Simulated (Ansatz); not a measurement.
The calculation used DFT PBE, scalar-relativistic, plane waves, PAW in Ansatz 0.2.0. Settings: cutoff 420 eV, Γ-centred meshes spaced at most about 0.3 Å⁻¹, and about 0.25 Å⁻¹ or finer for metals (2π included), Gaussian smearing. No spin polarisation in the final relaxations.

Temperature and zero-point effects are left out. All come from trial cells, and lower structures may exist.

Task: Which of these relaxed structures of ScGaTeSe2 is the lowest in energy?
A.

Space group P3m1 (No. 156). a = 3.902 Å, b = 3.902 Å, c = 10.607 Å, α = 90.00°, β = 90.00°, γ = 120.00°
```json
{"atom": "Sc", "site": "1a", "symmetry": "3m.", "x": "0.0000", "y": "0.0000", "z": "0.8093"}
{"atom": "Ga", "site": "1c", "symmetry": "3m.", "x": "0.6667", "y": "0.3333", "z": "0.1955"}
{"atom": "Te", "site": "1b", "symmetry": "3m.", "x": "0.3333", "y": "0.6667", "z": "0.0022"}
{"atom": "Se", "site": "1c", "symmetry": "3m.", "x": "0.6667", "y": "0.3333", "z": "0.6856"}
{"atom": "Se", "site": "1a", "symmetry": "3m.", "x": "0.0000", "y": "0.0000", "z": "0.3074"}
```

B.

Space group P4/mmm (No. 123). a = 4.019 Å, b = 4.019 Å, c = 10.211 Å, α = 90.00°, β = 90.00°, γ = 90.00°
```tsv
atom	site	symmetry	x	y	z
Sc	1d	4/mmm	0.5000	0.5000	0.5000
Ga	1b	4/mmm	0.0000	0.0000	0.5000
Te	1c	4/mmm	0.5000	0.5000	0.0000
Se	2h	4mm	0.5000	0.5000	0.2591
```

C.

Space group P-6m2 (No. 187). a = 4.402 Å, b = 4.402 Å, c = 9.724 Å, α = 90.00°, β = 90.00°, γ = 120.00°
```json
{"atom": "Sc", "site": "1a", "symmetry": "-6m2", "x": "0.0000", "y": "0.0000", "z": "0.0000"}
{"atom": "Ga", "site": "1b", "symmetry": "-6m2", "x": "0.0000", "y": "0.0000", "z": "0.5000"}
{"atom": "Te", "site": "1d", "symmetry": "-6m2", "x": "0.3333", "y": "0.6667", "z": "0.5000"}
{"atom": "Se", "site": "2h", "symmetry": "3m.", "x": "0.3333", "y": "0.6667", "z": "0.1472"}
```

D.

Space group P-6m2 (No. 187). a = 5.043 Å, b = 5.043 Å, c = 5.727 Å, α = 90.00°, β = 90.00°, γ = 120.00°
| atom | site | symmetry | x | y | z |
| --- | --- | --- | --- | --- | --- |
| Sc | 1a | -6m2 | 0.0000 | 0.0000 | 0.0000 |
| Ga | 1e | -6m2 | 0.6667 | 0.3333 | 0.0000 |
| Te | 1b | -6m2 | 0.0000 | 0.0000 | 0.5000 |
| Se | 2h | 3m. | 0.3333 | 0.6667 | 0.2359 |

Result: A. It has space group P3m1 (No. 156); the next, C, with space group P-6m2 (No. 187), lies 0.47 eV/atom higher. The shortest distance is 2.55 Å (Ga–Se) in the lowest and 2.54 Å (Ga–Te) in the next.

No dispersion correction is applied, so the spacing and binding between layers, chains or molecules are poorly described (P3m1), and this can change margins and order among such cells. These runs have no spin–orbit coupling, which can matter for Te. Cells relaxed within their symmetry can be saddle points. Some structure types and database cells were kept out of the candidates from the start, so a known form may be missing.
